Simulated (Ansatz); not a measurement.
MgS: strain and displacement

```
Mg S
1.0
     0.00000    2.60165    2.60165
     2.60165    0.00000    2.60165
     2.60165    2.60165    0.00000
Mg S
1 1
Direct
  0.00000 0.00000 0.00000
  0.50000 0.50000 0.50000
```

Atom numbers follow the list: Mg1, S2.

The geometry is COD entry 9008672, unchecked; take it as a test cell.

All numbers below come from DFT, LDA, all-electron PAW with datasets made for the crystal, scalar-relativistic in Ansatz 0.2.0.

Numerical set-up: a Γ-centred 8×8×8 k mesh, Fermi–Dirac smearing of 0.01 eV, cutoff 200 eV (chosen by the program for this cell), no spin polarisation.

The unchanged cell is at -3.25 GPa.

Semilocal functionals give too small gaps.

x, y and z are the Cartesian axes of the cell as listed; fractional coordinates follow a strain, and an engineering shear is twice the off-diagonal strain component.

Vzz stands for the principal value of largest size of the field-gradient tensor, whatever its axis.

(1) One change gave: energy change +8 meV/atom; stress change (xx, yy, zz, yz, xz, xy) 0.05, 0.05, 0.05, 1.56, 1.56, 1.56 GPa, compression positive; Vzz in 10²¹ V/m²: Mg1 0 → 0.16 (η = 0.00), S2 0 → -1.67 (η = 0.00); gap on the k mesh 2.56 → 2.27 eV. Which change was it?
A. equal xy, yz and zx engineering shear strains of -3 %
B. equal xy, yz and zx engineering shear strains of -2 %
C. equal xy, yz and zx engineering shear strains of +2 %
D. equal xy, yz and zx engineering shear strains of -1 %
E. equal xy, yz and zx engineering shear strains of +1 %
F. equal xy, yz and zx engineering shear strains of +3 %

Results:

(1) A. For equal xy, yz and zx engineering shear strains of -2 %: energy change +3 meV/atom; stress change (xx, yy, zz, yz, xz, xy) 0.02, 0.02, 0.02, 1.06, 1.06, 1.06 GPa, compression positive; Vzz in 10²¹ V/m²: Mg1 0 → 0.10 (η = 0.00), S2 0 → -1.12 (η = 0.00); gap on the k mesh 2.56 → 2.37 eV. For equal xy, yz and zx engineering shear strains of +1 %: energy change under 1 meV/atom; stress change (xx, yy, zz, yz, xz, xy) 0.01, 0.01, 0.01, -0.55, -0.55, -0.55 GPa, compression positive; Vzz in 10²¹ V/m²: Mg1 0 → -0.05 (η = 0.00), S2 0 → 0.58 (η = 0.00); gap on the k mesh 2.56 → 2.51 eV. For equal xy, yz and zx engineering shear strains of +3 %: energy change +8 meV/atom; stress change (xx, yy, zz, yz, xz, xy) 0.05, 0.05, 0.05, -1.71, -1.71, -1.71 GPa, compression positive; Vzz in 10²¹ V/m²: Mg1 0 → -0.16 (η = 0.00), S2 0 → 1.77 (η = 0.00); gap on the k mesh 2.56 → 2.39 eV. For equal xy, yz and zx engineering shear strains of -1 %: energy change under 1 meV/atom; stress change (xx, yy, zz, yz, xz, xy) 0.01, 0.01, 0.01, 0.54, 0.54, 0.54 GPa, compression positive; Vzz in 10²¹ V/m²: Mg1 0 → 0.05 (η = 0.00), S2 0 → -0.57 (η = 0.00); gap on the k mesh 2.56 → 2.47 eV. For equal xy, yz and zx engineering shear strains of +2 %: energy change +4 meV/atom; stress change (xx, yy, zz, yz, xz, xy) 0.02, 0.02, 0.02, -1.12, -1.12, -1.12 GPa, compression positive; Vzz in 10²¹ V/m²: Mg1 0 → -0.10 (η = 0.00), S2 0 → 1.17 (η = 0.00); gap on the k mesh 2.56 → 2.45 eV.
